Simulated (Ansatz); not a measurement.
## From the elastic tensor of CsRbBr2 to moduli and sound speeds

Theory: DFT PBE, scalar-relativistic, plane waves, PAW (Ansatz). Plane waves to 420 eV; Γ-centred k mesh 6×6×6; fixed occupations. No spin polarisation.

Symmetry: R-3m, No. 166, trigonal system. Conventional cell: a = 5.089 Å, b = 5.089 Å, c = 25.003 Å, α = 90.00°, β = 90.00°, γ = 120.00°. Around Cs (site symmetry -3m) lie 6 Br at 3.67 Å. Rb (site symmetry -3m) has 6 Br at 3.54 Å as nearest neighbours. Br (site symmetry 3m) has 3 Rb at 3.54 Å and 3 Cs at 3.67 Å as nearest neighbours.

The cell was built by swapping an element in a database structure (itself possibly hypothetical) and relaxing; it need not be the stable form of this composition.

Relaxed-ion constants (GPa, on the Cartesian axes of the calculation):
```
18.0  6.3  8.6  3.1  0.0  0.0
 6.3 18.0  8.6 -3.1  0.0  0.0
 8.6  8.6 16.1  0.0  0.0  0.0
 3.1 -3.1  0.0  8.2  0.0  0.0
 0.0  0.0  0.0  0.0  8.2  3.1
 0.0  0.0  0.0  0.0  3.1  5.8
```

Density 3.360 g/cm³; 4 atoms in 186.90 Å³.

The values that follow are for a polycrystal of randomly turned grains, by Hill's mean where one number stands. In a crystal this anisotropic the Voigt and Reuss bounds lie far apart, so Hill's mean and the sound speeds and Debye temperature from it are rough.

| Quantity | Value |
| --- | --- |
| Bulk modulus, Voigt / Reuss / Hill | 11.0 / 11.0 / 11.0 GPa |
| Shear modulus, Voigt / Reuss / Hill | 6.4 / 5.0 / 5.7 GPa |
| Young's modulus | 14 GPa |
| Poisson ratio | 0.281 |
| Pugh ratio B/G | 1.95 |
| Universal anisotropy index | 1.41 |
| Longitudinal and transverse sound speeds | 2350 and 1297 m/s |
| Debye temperature from the mean sound speed | 119 K |